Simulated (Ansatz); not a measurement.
TiNb in space group Cmmm (No. 65; Ti on 2c, Nb on 2a), the program Ansatz at the LDA level (PAW), all energies at zero smearing, with the estimated change up to a 700 eV cutoff added, with one set of potentials and settings (totals compare only within such a set). Cell of 2 atoms (1 Ti, 1 Nb): -6892.856 eV.

```tsv
element	reference phase	E (eV/atom)
Ti	P6/mmm, 3 atoms in the cell	-2450.3259
Nb	Im-3m, 1 atoms in the cell	-4442.5966
```

Formation energy per atom, worked out: (-6892.856 − 1×(-2450.3259) − 1×(-4442.5966))/2 = 0.033 eV/atom (3 kJ per mol of atoms), at 0 K, without zero-point energy or fitted corrections.

The workflow started from a Materials Project entry (that database holds measured and hypothetical structures alike); the Crystallography Open Database copy checked does not list it. With Ti and Nb taken as one species the cell has the higher symmetry Im-3m, so it may be an ordered model of a mixed-site phase. Its standing as an ambient phase is unchecked. The cell keeps a stress of up to 0.2 GPa. The LDA relaxation kept the symmetry of its start; whether a distortion lowers the energy is not shown. No spin polarisation was allowed. The references are the lowest solids computed at this level, not always the standard phases.

Potentials: the later of the program's two PAW sets.
